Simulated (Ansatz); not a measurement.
Eu3Ag (Pm-3m); free moments from the typed start.

```yaml
crystal:
  lattice:
    - [5.10374, 0.00000, 0.00000]
    - [0.00000, 5.10374, 0.00000]
    - [0.00000, 0.00000, 5.10374]
  atoms:
    - { symbol: Eu, position: [0.00000, 0.50000, 0.50000] }
    - { symbol: Eu, position: [0.50000, 0.00000, 0.50000] }
    - { symbol: Eu, position: [0.50000, 0.50000, 0.00000] }
    - { symbol: Ag, position: [0.00000, 0.00000, 0.00000] }
```

The geometry is a structure from the Materials Project, held fixed and not relaxed.

Settings: LDA, 6×6×6 k mesh, Fermi–Dirac smearing of 0.08 eV. PAW means Ansatz 0.2.0 on its default frozen-core files. Site moments are integrated in spheres about the atoms. Start moments (μB): Eu1 7, Eu2 7, Eu3 7.

Iteration by iteration:

```csv
iteration,Harris–Foulkes energy less the last (meV),density residual (eV),M (μB),∫|m| (μB)
1,1180.933,6.3e+00,21.6865,21.6874
2,1321.776,1.1e+00,21.7466,21.7466
3,800.409,2.9e-01,21.9210,21.9210
4,89.583,9.2e-02,22.2692,22.2694
5,-13.695,2.0e-02,22.3236,22.3240
6,0.007,6.1e-03,22.3286,22.3290
7,-0.082,7.4e-04,22.3203,22.3208
8,0.000,9.9e-06,22.3136,22.3141
9,0.000,3.0e-07,22.3137,22.3142
10,0.000,9.5e-08,22.3138,22.3143
11,0.000,1.1e-08,22.3138,22.3142
12,0.000,3.9e-10,22.3137,22.3142
```

Site moments (μB): Eu1 7.09, Eu2 7.09, Eu3 7.09, Ag4 0.09. Cell moment 22.31 μB.

The PAW files were made with PBE; the program remakes their cores once for the run's functional and then keeps them frozen. Without U a semilocal functional puts the f levels too near the Fermi level, which can change moments and the order of magnetic states; site and cell moments are spin moments. Spin–orbit coupling is left out although heavy atoms are present. With open f shells a run can end in a state that isn't the lowest. None of this fixes the real material's magnetic order: only patterns that fit the cell were computed, at zero temperature, with a functional that can overstate moments.
